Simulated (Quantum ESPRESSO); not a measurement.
# Strain and stress in Si6AlP

The results below are calculated, not measured. They come from pw.x of Quantum ESPRESSO 7.5, a plane-wave density functional program, with PseudoDojo standard norm-conserving files (v0.5 for PBE, v0.4.1 for LDA and PBEsol). The cells are made up: elements, strain and atom displacements were drawn at random, and nothing was relaxed. There is no spin polarisation, spin-orbit coupling or dispersion term.

The cell has 8 sites of a zincblende or diamond lattice. Sites 1 to 4 hold Si Si Al Si; sites 5 to 8 hold Si Si P Si. Cell vectors in Å: (5.625, -0.006, 0.000); (-0.006, 5.625, 0.000); (0.000, 0.000, 5.625). Settings: PBE, cutoff 599 eV, 6 x 6 x 6 k mesh shifted by half a step, Fermi-Dirac smearing of 0.1 eV.

Each run adds a shear xy (given as the tensor component) to one cell, with the atoms carried along; the vectors above are those of run 3. Stress is positive in tension and P is minus a third of its trace. E is the free energy for each atom above the lowest run shown.

| run | strain (%) | s_xx (GPa) | s_yy (GPa) | s_zz (GPa) | s_xy (GPa) | P (GPa) | E (meV/atom) |
| --- | --- | --- | --- | --- | --- | --- | --- |
| 1 | -1.51 | 4.73 | 4.59 | 4.52 | -2.29 | -4.62 | 4.78 |
| 2 | -0.67 | 4.82 | 4.68 | 4.56 | -1.06 | -4.69 | 1.00 |
| 3 | -0.10 | 4.84 | 4.70 | 4.56 | -0.23 | -4.70 | 0.00 |
| 4 | 0.28 | 4.85 | 4.71 | 4.56 | 0.33 | -4.70 | 0.05 |
| 6 | 1.66 | 4.76 | 4.61 | 4.47 | 2.35 | -4.61 | 5.00 |
| 7 | 2.01 | 4.71 | 4.56 | 4.43 | 2.86 | -4.57 | 7.45 |
| 5 | 1.20 | ? | ? | ? | ? | ? | ? |

A rerun of one of these cells at 838 eV and k mesh 8 x 8 x 8 moved values by no more than 0.002 eV in the cell's energy, 0.02 GPa in stress and 0.002 eV/Å in force.

## Worked fit

A parabola through the six runs shown gives s_xy = -0.08 + 1.46 e + 0.000 e² GPa, with e in per cent and a scatter of 0.01 GPa. The slope is a stiffness of 146 ± 1 GPa for each unit of this strain at e = 0, twice a shear constant under the stress shown, since the tensor component is half the shear angle. The atoms are clamped, and relaxing them would in general lower it. The error is the larger of the fit's own and the change that a cubic makes, rounded up.

## Withheld run

Question: what s_xy should run 5 give?

The fit gives 1.67 GPa. The calculation gave 1.67 GPa.

| run | strain (%) | s_xx (GPa) | s_yy (GPa) | s_zz (GPa) | s_xy (GPa) | P (GPa) | E (meV/atom) |
| --- | --- | --- | --- | --- | --- | --- | --- |
| 5 | 1.20 | 4.80 | 4.66 | 4.51 | 1.67 | -4.66 | 2.50 |